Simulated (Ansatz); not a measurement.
# Collinear states of Mn3Ag

Level of theory: DFT r2SCAN, scalar-relativistic, plane waves, PAW in Ansatz.

```
Mn Ag
1.0
     0.00000    3.11421    3.11421
     3.11421    0.00000    3.11421
     3.11421    3.11421    0.00000
Mn Ag
3 1
Direct
  0.25000 0.25000 0.25000
  0.75000 0.75000 0.75000
  0.50000 0.50000 0.50000
  0.00000 0.00000 0.00000
```

```json
{
  "plane-wave cutoff": "500 eV",
  "Γ-centred k-mesh": "12×12×12",
  "occupation rule": "Gaussian smearing, 0.1 eV",
  "list of starting moments (μB, in atom order)": "4 4 4 0",
  "check for lower electronic states after the SCF": "off"
}
```

All runs keep this geometry, which isn't relaxed for the lowest state (largest force there 0.000 eV/Å, pressure 4.9 GPa) and needn't be a stable compound; relaxing each order would shift the differences by some 300 meV/atom, going by the pressures and a bulk modulus of about 150 GPa. Signs run over the atoms with starting moments. r2SCAN tends to overstate moments in metals, so a weak moment here may be absent in the real material. Site moments are spin moments in atom-centred spheres that scale with the neighbour distance. The states are those that the runs reached from these starts; a lower one can exist.

```tsv
start	ends	energy above lowest (meV/atom)	site moments (μB)	gap on mesh (eV)	P (GPa)
no spin	non-magnetic	1383	none over 0.05	metal	-30.5
ferromagnetic	ferromagnetic	189	Mn +3.96 (×3), Ag +0.11	metal	8.8
ferrimagnetic in the cell, signs ++-	ferrimagnetic	0.00	Mn +3.97 (×2), Mn -3.89, Ag +0.06	metal	4.9
```

Cost: 3 runs of about 3.1 core-minutes in all, on Arm Neoverse V2 (shared hosts).